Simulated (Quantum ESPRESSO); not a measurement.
# Band energies of NaBaIrH6

```xyz
9
Lattice="0.0000 3.9226 3.9226 3.9226 0.0000 3.9226 3.9226 3.9226 0.0000" Properties=species:S:1:pos:R:3 pbc="T T T"
H      1.6869     3.9225     3.9225
H      3.9225     3.9225     6.1582
H      6.1582     3.9226     3.9226
H      3.9226     3.9226     1.6869
H      3.9225     1.6869     3.9226
H      3.9226     6.1582     3.9226
Na     5.8838     5.8838     5.8838
Ba     1.9613     1.9613     1.9613
Ir     0.0000     0.0000     0.0000
```

PBEsol (pw.x of Quantum ESPRESSO, ONCV potentials, without SOC); path ΓXWKΓLUWLK,UX; energies in eV from the valence-band maximum.

| k (1/Å) | point | band 17 | band 18 | band 19 | band 20 | band 21 | band 22 | band 23 | band 24 |
|---|---|---|---|---|---|---|---|---|---|
| 0.00 | Γ | -1.16 | -1.16 | 0.00 | 0.00 | 0.00 | 4.41 | 5.20 | 5.20 |
| 0.40 |  | -0.92 | -0.92 | -0.18 | -0.03 | -0.03 | 3.95 | 5.31 | 5.66 |
| 0.80 | X | -0.67 | -0.67 | -0.32 | -0.04 | -0.04 | 3.07 | 5.31 | 5.49 |
| 0.80 | W | -1.36 | -0.72 | -0.11 | -0.05 | -0.03 | 3.54 | 5.18 | 5.50 |
| 1.08 | K | -1.17 | -0.64 | -0.15 | -0.04 | -0.04 | 3.46 | 5.27 | 5.46 |
| 1.59 |  | -1.02 | -0.91 | -0.12 | -0.04 | -0.02 | 4.67 | 4.86 | 5.32 |
| 1.93 | Γ | -1.16 | -1.16 | 0.00 | 0.00 | 0.00 | 4.41 | 5.20 | 5.20 |
| 2.28 |  | -0.93 | -0.93 | -0.12 | -0.04 | -0.04 | 4.83 | 4.83 | 5.26 |
| 2.63 | L | -0.68 | -0.68 | -0.22 | -0.06 | -0.06 | 4.81 | 4.81 | 5.24 |
| 2.79 |  | -0.85 | -0.67 | -0.17 | -0.06 | -0.06 | 4.32 | 4.86 | 5.66 |
| 3.12 | U | -1.17 | -0.64 | -0.15 | -0.04 | -0.04 | 3.46 | 5.27 | 5.46 |
| 3.12 | W | -1.36 | -0.72 | -0.11 | -0.05 | -0.03 | 3.54 | 5.18 | 5.50 |
| 3.26 |  | -1.28 | -0.70 | -0.11 | -0.06 | -0.04 | 3.64 | 5.06 | 5.54 |
| 3.68 | L | -0.68 | -0.68 | -0.22 | -0.06 | -0.06 | 4.81 | 4.81 | 5.24 |
| 3.93 |  | -1.00 | -0.66 | -0.14 | -0.06 | -0.05 | 4.04 | 4.93 | 5.63 |
| 4.17 | K | -1.17 | -0.64 | -0.15 | -0.04 | -0.04 | 3.46 | 5.27 | 5.46 |
| 4.17 | U | -1.17 | -0.64 | -0.15 | -0.04 | -0.04 | 3.46 | 5.27 | 5.46 |
| 4.46 | X | -0.67 | -0.67 | -0.32 | -0.04 | -0.04 | 3.07 | 5.31 | 5.49 |

The PBEsol gap is indirect, 3.07 eV, from Γ to X; the smallest direct gap is 3.11 eV.

Without spin-orbit coupling, band edges of such heavy elements can be off by tenths of an eV.

Geometry of the Materials Project entry, not relaxed at this level.

The structure is a Materials Project entry; no match was found in the copy of COD used, and its stability was not checked.
